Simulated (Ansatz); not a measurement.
Nb (diamond type), DFT, PBEsol, all-electron LAPW, scalar-relativistic (Ansatz 0.2.0), on 1 thread of Arm Neoverse V1 (shared host).

Command: `ansatz run input.yaml --threads 1 --pin off --max-ram 2048MiB --backend cpu --events-out ev --progress --plain --runs-dir out`

```yaml
crystal:
  lattice:
    - [0.0, 2.8296800281, 2.8296800281]
    - [2.8296800281, 0.0, 2.8296800281]
    - [2.8296800281, 2.8296800281, 0.0]
  atoms:
    - { symbol: Nb, position: [-0.26, -0.08, -0.08] }
    - { symbol: Nb, position: [0.26, 0.08, 0.08] }
kpoints:
  mp_grid: { grid: [9, 9, 9] }
scf:
  occupations: { method: fermi_dirac, width: 0.05 }
hamiltonian:
  xc: pbesol
  pseudopotentials: { kind: all_electron, lapw: { basis_error: 0.001 } }
output:
  forces: true
  stress: true
  eigenvalues: true
  populations: true
```

(1) How large is the problem that the program sets up?

(2) About how long does it take, and how much memory?

## Answers

(1) 85 irreducible k-points, 2445 plane waves at Γ, 38 bands.

(2) 2.3 min of wall time for 8 SCF iterations, with a peak of 1 GiB. Times on shared machines scatter by tens of per cent.
